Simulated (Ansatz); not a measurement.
The start is a generated trial cell of FeSi2 in the AFLOW prototype A2B_tP6_136_f_a (C4, as in TiO2). The structure is fully relaxed (lattice and positions, P = 0) with r2SCAN (plane waves to 500 eV, PAW, scalar-relativistic; Ansatz, an electronic-structure program). The first steps use a 7×7×11 k-mesh.

Input geometry:
```
FeSi2
1.0
    4.85317     0.00000     0.00000
    0.00000     4.85317     0.00000
    0.00000     0.00000     3.12546
Fe Si
2 4
Direct
  0.00000   0.00000   0.00000
  0.50000   0.50000   0.50000
  0.30496   0.30496   0.00000
  0.80496   0.19504   0.50000
  0.19504   0.80496   0.50000
  0.69504   0.69504   0.00000
```
Spin-polarised start, with parallel moments on Fe.

```yaml
initial_pressure: "+46.3 GPa (positive: the cell is compressed)"
largest_initial_force: 2.56 eV/Å, on Si3, Si4, Si5, Si6 (atoms numbered as listed)
outcome: The space group stays P4₂/mnm (No. 136) (the run could not lower it); the end is rutile type, with 6 atoms in the primitive cell
energy_released: 0.69 eV/atom
volume_change: +18.2 %, from 12.27 to 14.51 Å³/atom
band_gap_at_the_end: 0.58 eV, indirect (valence top at 47 % of the way from M to A, conduction bottom at Γ) (no spin-orbit coupling)
moments_at_the_end: zero (the starting moments vanished)
optimiser_moves: 8
```

Final structure:

Space group P4₂/mnm (No. 136); a = 5.5876 Å, b = 5.5876 Å, c = 2.7880 Å, α = 90.00°, β = 90.00°, γ = 90.00°

```json
[
 {"atom": "Fe", "site": "2a", "symmetry": "m.mm", "x": "0.0000", "y": "0.0000", "z": "0.0000"},
 {"atom": "Si", "site": "4g", "symmetry": "m.2m", "x": "0.2201", "y": "0.2201", "z": "0.5000"}
]
```

Final values are on a 6×6×12 k-mesh of the relaxed cell. No spin polarisation in the result: the starting moments vanished. A magnetic state may lie lower.

The run could not lose the symmetry of its start: the end is stationary, and may be a saddle point rather than a minimum.

The relaxed structure here is a generated cell of FeSi2: the first start was made by placing the elements on the sites of a structure type, and the end was not matched to a known phase here, so it may be hypothetical.
